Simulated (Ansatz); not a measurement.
Guessed and relaxed cells of Sc2In2Ga3

A trial structure of Sc2In2Ga3 was built thus: random cell by space group and Wyckoff sites (P6/mmm, No. 191). Lengths were set from tabulated atomic sizes, so they are only a guess.

start:

Space group P6/mmm (No. 191). a = 4.440 Å, b = 4.440 Å, c = 10.285 Å, α = 90.00°, β = 90.00°, γ = 120.00°
| atom | site | symmetry | x | y | z |
| --- | --- | --- | --- | --- | --- |
| Sc | 1b | 6/mmm | 0.0000 | 0.0000 | 0.5000 |
| Sc | 1a | 6/mmm | 0.0000 | 0.0000 | 0.0000 |
| In | 2e | 6mm | 0.0000 | 0.0000 | 0.2415 |
| Ga | 3g | mmm | 0.5000 | 0.0000 | 0.5000 |

Theory: DFT PBE, scalar-relativistic, plane waves, PAW in Ansatz 0.2.0. Cutoff 420 eV, Gaussian smearing, Γ-centred meshes. Cell and atoms relax first on a coarse mesh and then on a finer one. In between, the cell is made exact in the group found at 0.06 Å. In metals the finer mesh still leaves noise of several meV/atom or more. The steps can't lower the symmetry of their start. Collinear spin is switched on along the way, since trial moments persisted in a coarse test.

end:

Space group P6/mmm (No. 191). a = 5.498 Å, b = 5.498 Å, c = 11.664 Å, α = 90.00°, β = 90.00°, γ = 120.00°
```
atom  site  symmetry       x       y       z
  Sc    1b     6/mmm  0.0000  0.0000  0.5000
  Sc    1a     6/mmm  0.0000  0.0000  0.0000
  In    2e       6mm  0.0000  0.0000  0.2545
  Ga    3g       mmm  0.5000  0.0000  0.5000
```

The symmetry stays P6/mmm (No. 191). The volume per atom grows by 73.9 %, from 25.1 to 43.6 Å³. The shortest distance goes from 2.22 Å (Sc–Ga and Ga–Ga) to 2.75 Å (Sc–Ga and Ga–Ga). The energy falls by about 1.5 eV/atom (the start's value is from the coarse mesh).

```yaml
Volume_per_atom: 43.62 Å³
Density: 2.88 g/cm³
Energy_over_the_elements: +0.61 eV/atom
Gap_on_the_12×12×4_mesh_of_the_7-atom_cell: 0 eV (a metal)
Net_moment_per_atom: 0.35 μB
Moment_by_site: Sc 0.1, 0.9; In 0.1 (×2) μB
```

The zero of energy is the elements' standard structures at the same level; no fitted shifts are applied. A positive value: parting into the elements would lower its energy.

The last run used collinear spin and Gaussian smearing of 0.10 eV. Another magnetic order may lie lower. Symmetry constrained the relaxation, so the result can be a saddle point. In all, the 4 runs took 11 min on 1 thread of AMD EPYC 7B13 (Zen 3), on a shared host.
